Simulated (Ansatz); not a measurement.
Ni$_{3}$Sn:
```yaml
crystal:
  lattice:
    - [5.23073, 0.00000, 0.00000]
    - [-2.61536, 4.52994, 0.00000]
    - [0.00000, 0.00000, 4.19319]
  atoms:
    - { symbol: Sn, position: [0.33333, 0.66667, 0.25000] }
    - { symbol: Sn, position: [0.66667, 0.33333, 0.75000] }
    - { symbol: Ni, position: [0.84040, 0.68080, 0.25000] }
    - { symbol: Ni, position: [0.15960, 0.84040, 0.75000] }
    - { symbol: Ni, position: [0.31920, 0.15960, 0.25000] }
    - { symbol: Ni, position: [0.15960, 0.31920, 0.75000] }
    - { symbol: Ni, position: [0.84040, 0.15960, 0.25000] }
    - { symbol: Ni, position: [0.68080, 0.84040, 0.75000] }
```

Relaxed with PBEsol. Special points in fractions of this cell's reciprocal vectors: Γ (0.000, 0.000, 0.000); M (0.500, 0.000, 0.000); K (0.333, 0.333, 0.000); A (0.000, 0.000, 0.500); L (0.500, 0.000, 0.500); H (0.333, 0.333, 0.500).

### Question
List the band energies nearest the Fermi level at these points for plane-wave PAW PBEsol with spin–orbit coupling (Ansatz code).

### Answer
In eV from the Fermi level; about four levels below and three above (degenerate sets whole), none deeper than 8.9 eV; points with the same levels are listed once.

| k | below | above |
|---|---|---|
| Γ | -0.19 -0.19 -0.19 -0.19 | 0.18 0.18 0.23 0.23 |
| M | -0.37 -0.37 -0.26 -0.26 | 0.32 0.32 1.54 1.54 |
| K | -0.73 -0.73 -0.27 -0.27 | 1.68 1.68 1.74 1.74 |
| A | -0.03 -0.03 -0.03 -0.03 | 2.80 2.80 2.80 2.80 |
| L | -0.36 -0.36 -0.36 -0.36 | 0.30 0.30 0.30 0.30 |
| H | -0.30 -0.30 -0.30 -0.30 | 2.50 2.50 2.57 2.57 |

Space group P6_3/mmc. The workflow started from an entry of the Crystallography Open Database (COD), which files this formula under 3 space groups. Its standing as an ambient phase is unchecked. The PBEsol relaxation kept the symmetry of its start; its stability against distortions is not shown here. The workflow began spin-polarised and lost its moments.

Potentials: the later of the program's two PAW sets.
